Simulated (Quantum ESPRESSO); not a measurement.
# Moving one atom in GeGa3N3C

These are calculations, not measurements. They come from pw.x of Quantum ESPRESSO 7.5, a plane-wave density functional program, with PseudoDojo standard norm-conserving files (v0.5 for PBE, v0.4.1 for LDA and PBEsol). The cells are made up: elements, strain and atom displacements were drawn at random, and nothing was relaxed. There is no spin polarisation, spin-orbit coupling or dispersion term.

The cell has 8 sites of a zincblende or diamond lattice. Sites 1 to 4 hold Ge Ga Ga Ga; sites 5 to 8 hold N C N N. Cell vectors in Å: (4.514, -0.002, 0.013); (-0.002, 4.501, -0.008); (0.013, -0.008, 4.515). Settings: PBE, cutoff 1143 eV, 4 x 4 x 4 k mesh shifted by half a step, Fermi-Dirac smearing of 0.025 eV.

Each run shifts the N atom on site 8 along x and leaves all else fixed. Site 4 is one of its nearest neighbours. E is the free energy of the cell above the lowest run shown. The last column is band 37 less band 36 at Gamma, from a band step after each run.

| run | shift (Å) | Fx on site 8 (eV/Å) | Fx on site 4 (eV/Å) | P (GPa) | E (meV) | level step at Gamma (eV) |
| --- | --- | --- | --- | --- | --- | --- |
| 1 | -0.1479 | 2.037 | 0.266 | 9.38 | 98.1 | 1.074 |
| 2 | -0.1075 | 1.273 | 0.422 | 9.25 | 31.2 | 1.075 |
| 3 | -0.0751 | 0.652 | 0.538 | 9.22 | 0.0 | 1.074 |
| 5 | 0.0205 | -1.195 | 0.823 | 9.56 | 25.9 | 1.064 |
| 6 | 0.0724 | -2.191 | 0.941 | 10.00 | 113.8 | 1.058 |
| 7 | 0.1523 | -3.683 | 1.071 | 11.04 | 349.0 | 1.049 |
| 4 | -0.0091 | ? | ? | ? | ? | ? |

A rerun of one of these cells at 1437 eV and k mesh 6 x 6 x 6 moved values by no more than 0.005 eV in the cell's energy, 0.02 GPa in stress and 0.002 eV/Å in force.

## Worked fit

A parabola through the six runs shown gives Fx on site 8 = -0.801 - 19.12 u + 1.0 u² eV/Å, with u in Å and a scatter of 0.013 eV/Å. Minus the slope, 19.12 ± 0.23 eV/Å², is this atom's force constant along x at u = 0, with its periodic images moving too. The fitted force vanishes at u = -0.042 Å, where the energy should be lowest along this line. The error is the larger of the fit's own and the change that a cubic makes, rounded up.

## Withheld run

Question: what Fx on site 8 should run 4 give?

The fit gives -0.627 eV/Å. The calculation gave -0.623 eV/Å.

| run | shift (Å) | Fx on site 8 (eV/Å) | Fx on site 4 (eV/Å) | P (GPa) | E (meV) | level step at Gamma (eV) |
| --- | --- | --- | --- | --- | --- | --- |
| 4 | -0.0091 | -0.623 | 0.745 | 9.39 | -1.0 | 1.067 |